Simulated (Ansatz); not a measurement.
# GePt: ⁷³Ge nuclear quadrupole resonance

Cell: a structure deposited in the COD, its atoms then relaxed with PBE in this cell.

Space group Pnma (No. 62); a = 5.7320, b = 3.7010, c = 6.0880 Å.

```csv
site,Wyckoff,site symmetry,x,y,z
Ge,4c,.m.,0.8168,0.7500,0.5879
Pt,4c,.m.,0.9981,0.7500,0.1902
```

One atom of each set is listed.

Level of theory: DFT, PBE, plane waves and PAW, with spin–orbit coupling, 420 eV cutoff, Γ-centred 8×13×8 k-points, Fermi–Dirac smearing 0.05 eV (Ansatz 0.2.0).

⁷³Ge: I = 9/2, Q = -196.0 mb (year-2017 value). Static lattice, zero field.

Q: At which frequencies do the ⁷³Ge NQR lines lie?

A: For I = 9/2 and η = 0 the lines are |C_Q|/24 times 1, 2, 3 and 4; η shifts the lowest up most. At large η the states mix, and weaker lines appear at sums of the main ones; lines under 5 % of the strongest are left out.

```csv
site,atoms,V_zz (10²¹ V/m²),C_Q (MHz),η,line frequencies (MHz)
Ge,4,6.71,-31.8,0.98,"3.25, 3.32, 4.77, 4.86, 6.57"
```

At this cell the PBE pressure is 7 GPa, so with PBE the cell would grow if it were relaxed. The run finds no gap above 0.1 eV (a metal, or nearly one), so the gradients can move by 10 % or more with the k-mesh.
